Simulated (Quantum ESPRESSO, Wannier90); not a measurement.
## Wannierisation of CsI (CsCl type)

```
begin unit_cell_cart
ang
    4.6652100000    0.0000000000    0.0000000000
    0.0000000000    4.6652100000    0.0000000000
    0.0000000000    0.0000000000    4.6652100000
end unit_cell_cart
begin atoms_frac
Cs   0.0000000000  0.0000000000  0.0000000000
I    0.5000000000  0.5000000000  0.5000000000
end atoms_frac
```

Structure: Materials Project mp-1056920, symmetrised, not relaxed again. COD (Crystallography Open Database) has an entry of this formula and space group (matched by these alone). Method: PBEsol plane waves in Quantum ESPRESSO 7.5 (PseudoDojo norm-conserving files, 56 Ry, no spin polarisation, no spin-orbit coupling), Bloch states on a 8×8×8 mesh through Γ, Wannier90 4.0.1. Density: 8×8×8 mesh, cold smearing 0.01 Ry. Spin-orbit coupling is left out although heavy elements are present.

Bands 2,6-8 form an isolated set from -10.60 to 0.00 eV relative to the valence-band maximum (on the path) and are turned into 4 Wannier functions by minimising the spread from the start: s functions at random places. Bands 3–5 (Cs 5p 98 %) lie between the kept ones and are excluded.

Centres (Cartesian, Å; one of the equivalent choices) and spreads:

```
n       x       y       z  spread (Å²)  nearest atom
-  ------  ------  ------  -----------  ------------
1  -1.915   2.087  -2.079        2.105            I2
2   2.310   2.168   1.813        2.112            I2
3   2.403  -1.792   2.347        2.114            I2
4   1.867   2.206  -2.083        2.117            I2
```

Ω_I = 7.27 Å², Ω_total = 8.45 Å²; the interpolated bands follow pw.x to 0.2 meV rms on the path. It is the lowest total spread that any start reached here.
